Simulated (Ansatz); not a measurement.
A geometry of TiO away from equilibrium: the start of the relaxation of a generated trial cell of TiO in the AFLOW prototype AB_hP8_186_ab_ab (B5, as in SiC). Method: PBEsol (plane waves to 420 eV, PAW, scalar-relativistic; Ansatz, a program for electronic structure). Γ-centred k-mesh 9×9×3 on the run's cell (coarser than for final values), Fermi–Dirac smearing 0.05 eV.

```xyz
8
Lattice="3.0539 0.0000 0.0000 -1.5270 2.6448 0.0000 0.0000 0.0000 9.9978" Properties=species:S:1:pos:R:3:forces:R:3 pbc="T T T" free_energy=-12144.614 pressure_GPa=46.8
Ti     0.0000     0.0000     0.0000    0.0000    0.0000   -0.5799
Ti     0.0000     0.0000     4.9989    0.0000    0.0000   -0.5799
Ti     1.5270     0.8816     7.5001    0.0000    0.0000   -0.6931
Ti     0.0000     1.7632     2.5012    0.0000    0.0000   -0.6931
O      0.0000     0.0000     8.1198    0.0000    0.0000    1.4766
O      0.0000     0.0000     3.1209    0.0000    0.0000    1.4766
O      1.5270     0.8816     5.6316    0.0000    0.0000   -0.2035
O      0.0000     1.7632     0.6328    0.0000    0.0000   -0.2035
```

Positions in Å, forces in eV/Å, free energy of the cell in eV (comparable only within this code, potentials and settings). Largest force: 1.48 eV/Å, on O5, O6 (atoms numbered as listed); the geometry lies 0.34 eV/atom above the end of its relaxation.

No spin polarisation in the result. No Hubbard U is applied.

The run could not lose the symmetry of its start, so the end can be a saddle point.

The end of the path is a generated cell of TiO: the first start was made by placing the elements on the sites of a structure type, and the end was not matched to a known phase here, so it may be hypothetical.
